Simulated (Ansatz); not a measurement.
Given:

HfS₂:
```cif
data_HfS2
_chemical_formula_sum 'Hf1 S2'
_space_group_name_H-M_alt 'P 1'
_space_group_IT_number 1
_cell_length_a 3.65167
_cell_length_b 3.65167
_cell_length_c 6.85749
_cell_angle_alpha 90.000
_cell_angle_beta 90.000
_cell_angle_gamma 120.000
loop_
_space_group_symop_operation_xyz
  'x, y, z'
loop_
_atom_site_label
_atom_site_type_symbol
_atom_site_fract_x
_atom_site_fract_y
_atom_site_fract_z
_atom_site_occupancy
Hf1 Hf 0.00000 0.00000 0.00000 1
S1 S 0.66667 0.33333 0.78905 1
S2 S 0.33333 0.66667 0.21095 1
```

This is the PBE-relaxed structure.

Problem. All from PBE (plane waves, PAW; program Ansatz), unless another level is named. Give the band gap.

Solution. 1.25 eV (indirect).

Problem. And the formation energy from the elements (no fitted shifts)?

Solution. -1.58 eV/atom.

Problem. Next, the smallest direct gap on the standard path?

Solution. 2.07 eV.

Problem. Give the conduction-band minimum.

Solution. at L (3 equivalent valleys).

Problem. Next, the valence-band maximum?

Solution. at Γ.

Space group P-3m1 (CdI2 type). Symmetry was held in the PBE relaxation. The run is not spin-polarised. The volume lies over 15 % above that of the usual cell of this phase: another minimum, or an error of the functional. A crystal of weakly bound layers computed without a dispersion correction: the cell and the soft elastic constants depend strongly on that. The references are the lowest solids computed at this level, not always the standard phases. Spin–orbit coupling is left out wherever it is not named.

Potentials: the later of the program's two PAW sets.
